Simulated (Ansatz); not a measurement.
## Property card for Ag$_{3}$BrO

Theory: DFT PBE, scalar-relativistic, plane waves, PAW (Ansatz 0.2.0).

Plane waves to 420 eV, a k mesh through Γ of 6×6×8 on the computed 10-atom cell and Gaussian smearing (0.10 eV); no spin polarisation.

The structure is relaxed at this level of theory with its symmetry kept, and needn't be the ground state of this composition.

```xyz
10
Lattice="6.1507 0.0000 0.0000 -3.0754 5.3267 0.0000 0.0000 0.0000 5.6510" Properties=species:S:1:pos:R:3 pbc="T T T"
Ag    3.0754    3.4489    4.2382
Ag    1.6262    0.9389    4.2382
Ag    4.5245    0.9389    4.2382
Ag    0.0000    1.8778    1.4127
Ag    1.4491    4.3878    1.4127
Ag   -1.4491    4.3878    1.4127
Br    0.0000    3.5511    4.2382
Br    3.0754    1.7756    1.4127
O     0.0000    0.0000    0.0000
O     0.0000    0.0000    2.8255
```

| Item | Value |
| --- | --- |
| Space group | P6_3/mmc (No. 194) |
| Volume per atom | 18.51 Å³ |
| Formation energy from the elements' standard states (uncorrected) | +0.047 eV/atom |
| Kohn–Sham band gap | none (metal) |
| Density of states at the Fermi level | 3.1 states/eV per cell |
| Orbital (Löwdin) character within 0.5 eV of the Fermi level | O 2p 47 %, Ag 4d 28 %, Ag 5s 13 %, Br 4p 8 % |
| Bader charge by site (e) | Ag (6 in the cell) 0.46, Br (2 in the cell) -0.40, O (2 in the cell) -0.99 |

The cell was found from a structure generator's guess, not taken from experiment. Löwdin shares on free-atom orbitals overweight diffuse shells.
